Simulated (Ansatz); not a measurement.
Zr₃V₃O: a ladder of calculations

Cell of run 1: a structure deposited in the COD, taken as it stands.

Space group Fd-3m:1 (No. 227); a = 12.1703 Å.

```csv
site,Wyckoff,site symmetry,x,y,z
Zr,48f,2.mm,0.1896,0.5000,0.0000
V13,16c,.-3m,0.6250,0.6250,0.1250
V17,32e,.3m,0.8328,0.8328,0.3328
O,16d,.-3m,0.1250,0.1250,0.6250
```

One atom of each set is listed; the run and its k-mesh use a cell of 28 atoms with edges of 8.61, 8.61, 8.61 Å.

Relaxed positions (PBE, cell held):

Zr (0.1898, 0.5000, 0.0000)
V13 (0.6250, 0.6250, 0.1250)
V17 (0.8277, 0.8277, 0.3277)
O (0.1250, 0.1250, 0.6250)

All runs are DFT with Ansatz 0.2.0 (plane waves and PAW, scalar-relativistic unless spin–orbit coupling is named, Γ-centred meshes, Fermi–Dirac smearing where given) in this cell. Start moments of run 1 as typed (μB): 1.5 on each V, none on the rest.

Run 1: PBE, parallel start moments, atoms as given; 420 eV, 5×5×5 k-points, smearing 0.05 eV.
Run 2: PBE, parallel start moments, atoms relaxed; 420 eV, 5×5×5 k-points, smearing 0.05 eV.
Run 3: r2SCAN, parallel start moments, at the relaxed atoms; 500 eV, 5×5×5 k-points, smearing 0.05 eV.

| run | Zr V_zz (η) | V13 V_zz (η) | V17 V_zz (η) | O V_zz (η) | absolute moment (μB) |
| --- | --- | --- | --- | --- | --- |
| 1 | 2.21 (0.86) | 1.38 (0.00) | -0.75 (0.00) | -0.061 (0.00) | 0.0 |

The results of the other runs, out of order. V_zz in 10²¹ V/m².

| result | Zr V_zz (η) | V13 V_zz (η) | V17 V_zz (η) | O V_zz (η) | absolute moment (μB) |
| --- | --- | --- | --- | --- | --- |
| A | 2.84 (0.40) | 1.25 (0.00) | -1.44 (0.00) | -0.20 (0.00) | 14.0 |
| B | 2.66 (0.32) | 0.41 (0.00) | -0.78 (0.00) | -0.11 (0.00) | 0.0 |

Question: Which result belongs to which run?

Answer: A is run 3, B is run 2. Taken one at a time, the positions of the atoms (as given or relaxed) move the tensors on these sites by up to 0.97 (largest principal value of the change, on V13), the functional (r2SCAN with its higher cutoff) by 0.84 (V13). Without a gap such differences can lie within the error of the k-mesh, so this order isn't firm. The absolute moment differs between the runs, so they don't all stand in one spin state.

Without spin–orbit coupling (the program notes it for Zr) the gradients can shift somewhat, as the gap is small. Semilocal functionals can leave a metal where correlation in the d or f shell opens a gap in the real compound, and that would change the values at and beside V. The magnetic order is the one that the run reached from its start moments, not necessarily the measured one. In run 3 the program didn't check the stability of the electronic state in full, so a lower one may lie near. In runs 1, 2, 3 there is no gap above 0.1 eV, so the gradients can move by 10 % or more with the k-mesh. In runs 1, 2 the start moments die out. In run 1 the atoms aren't at the calculated equilibrium (largest force 1.1 eV/Å). Run 3: The moments were started parallel, and the run ended with some of them reversed. Run 3: The run lost part of its start moments, as the program notes; a state with other moments may lie lower.
